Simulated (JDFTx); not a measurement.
System: Cu(111) (Fm-3m bulk; lattice of mp-30, not re-optimised at this level), 1x1 cell of 6 atoms in 6 planes, area 5.54 Å² a face, 10.4 Å between the outermost planes in a cell 26.3 Å high; k mesh 10×10×1, Fermi width 0.01 Ha, no spin polarisation.

All numbers are PBE, GBRV ultrasoft potentials, plane waves to 20/100 Ha results from a modified build of JDFTx, not measurements. Liquid on both sides: linear PCM (GLSSA13), water, 1 M NaCl; nuclei fixed, outer atoms relaxed in vacuum. SHE scale: U = −μ/e − 4.44 V, by convention. Both faces are the same ideal termination; reconstructions, overlayers and chemisorbed solvent are outside this model. Convergence in thickness and k mesh wasn't tested for this slab.

| U (V vs SHE) | μ (eV) | excess electrons per cell | σ (μC/cm², per face) | run |
|---|---|---|---|---|
| -0.40 | -4.04 | ? | ? | fixed potential |
| 0.18 | -4.62 | 0.000 | 0.0 | neutral |
| 0.80 | -5.24 | -0.075 | 10.9 | fixed potential |

Question: Fill in the missing entries, row by row.

Answer: 
- -0.40, excess electrons per cell: 0.057
- -0.40, σ (μC/cm², per face): -8.2
